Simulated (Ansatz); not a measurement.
The start is a generated cell, Pt placed in the simple-cubic structure type. Cell shape, volume and atoms are optimised at zero target pressure with PBE (plane waves to 420 eV, PAW, scalar-relativistic; Ansatz, an electronic-structure program). The first steps use a coarse 13×13×13 k-mesh.

Initial structure:
```
CELL_PARAMETERS angstrom
      2.56452     0.00000     0.00000
      0.00000     2.56452     0.00000
      0.00000     0.00000     2.56452
ATOMIC_POSITIONS crystal
  Pt 0.00000 0.00000 0.00000
```

Question: What pressure does the first self-consistent step give?

Answer: +15.3 GPa (positive: the cell is compressed).

Question: By how much does the energy per atom fall from start to end?

Answer: 0.05 eV/atom.

Question: How does the volume change?

Answer: +7.1 %, from 16.87 to 18.07 Å³/atom.

Question: Is the relaxed structure metallic? Give its gap.

Answer: Zero (metallic).

Question: Write out the relaxed structure.

Answer: 
Space group Pm-3m (No. 221); a = b = c = 2.624 Å, α = β = γ = 90.00°

| atom | site | symmetry | x | y | z |
|---|---|---|---|---|---|
| Pt | 1a | m-3m | 0.0000 | 0.0000 | 0.0000 |

The space group stays Pm-3m (No. 221) (the run could not lower it); the end is simple cubic type, with 1 atom in the primitive cell. Final values are on a 18×18×18 k-mesh of the relaxed cell. No spin polarisation in the result.

The run could not lose the symmetry of its start; a randomly shaken copy of 2 atoms returns to this structure.

The relaxed structure here is a generated cell of Pt: the first start was made by placing the elements on the sites of a structure type, and the end was not matched to a known phase here, so it may be hypothetical. Known forms of Pt include space group No. 225.
